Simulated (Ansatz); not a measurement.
The runs began from a structure in Materials Project; this end point is another cell, not compared with measured phases.

A relaxed cell of NbRu (Cmmm (No. 65)), relaxed on a k-mesh at least as fine as the one used below. Computed with PBEsol (plane waves to 420 eV, PAW, scalar-relativistic; Ansatz, a first-principles code). Γ-centred k-mesh 12×12×8 on the run's cell (coarser than for final values), Fermi–Dirac smearing 0.05 eV.

```xyz
2
Lattice="1.6127 -2.2787 0.0000 1.6127 2.2787 0.0000 0.0000 0.0000 4.1972" Properties=species:S:1:pos:R:3 pbc="T T T"
Nb     0.0000     0.0000     0.0000
Ru     1.6127     0.0000     2.0986
```

The atoms are displaced by (Å):

| atom | ux | uy | uz |
|---|---|---|---|
| Nb1 | -0.244 | -0.173 | 0.038 |
| Ru2 | 0.013 | 0.051 | 0.245 |

Task: What forces (eV/Å) and pressure result?

Result: 
```json
[
 {"atom": "Nb1", "Fx": "1.29", "Fy": "0.57", "Fz": "2.38"},
 {"atom": "Ru2", "Fx": "-1.29", "Fy": "-0.57", "Fz": "-2.38"}
]
```

Pressure +9.6 GPa.

Task: Estimate the energy cost of the displacement in the harmonic approximation and compare with the calculation.

Result: For a harmonic well ΔE = −½ Σ F·u = 0.477 eV a cell, or 239 meV/atom. The calculated energy relative to the undisplaced cell is +0.23 eV/atom, so the harmonic estimate holds well.

No spin polarisation in the result.

The run that gave the undisplaced cell could not lose the symmetry of its start; a randomly shaken copy of 2 atoms returns to this structure.
